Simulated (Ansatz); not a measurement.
Computed with DFT PBE, scalar-relativistic, plane waves, PAW in Ansatz. Settings: cutoff 420 eV, Γ-centred meshes spaced at most about 0.3 Å⁻¹, and about 0.25 Å⁻¹ or finer for metals (2π included), Gaussian smearing. No spin polarisation in the final relaxations.

These are static total energies at zero pressure. All come from trial cells, and lower structures may exist.

Question: These unrelaxed guesses for Ta₄O are each relaxed within their symmetry. Order them by the energy at which they end, lowest first.
A.

```xyz
5
Lattice="4.5369 0.0000 0.0000 0.0000 4.5369 0.0000 0.0000 0.0000 4.5369" Properties=species:S:1:pos:R:3 pbc="T T T"
Ta    1.1060    3.4309    3.4309
Ta    3.4309    1.1060    3.4309
Ta    3.4309    3.4309    1.1060
Ta    1.1060    1.1060    1.1060
O     0.0000    0.0000    0.0000
```

B.

```xyz
5
Lattice="4.2680 0.0000 0.0000 0.0000 4.2680 0.0000 0.0000 0.0000 4.2680" Properties=species:S:1:pos:R:3 pbc="T T T"
Ta    0.0000    0.0000    0.0000
Ta    2.1340    2.1340    0.0000
Ta    2.1340    0.0000    2.1340
Ta    0.0000    2.1340    2.1340
O     2.1340    2.1340    2.1340
```

Answer: B (ends in Pm-3m, 0 meV/atom), A (ends in P-43m, 48 meV/atom).

Spin–orbit coupling, which can matter for Ta, is left out. Cells relaxed within their symmetry can be saddle points. Some structure types and database cells were kept out of the candidates from the start, so a known form may be missing.
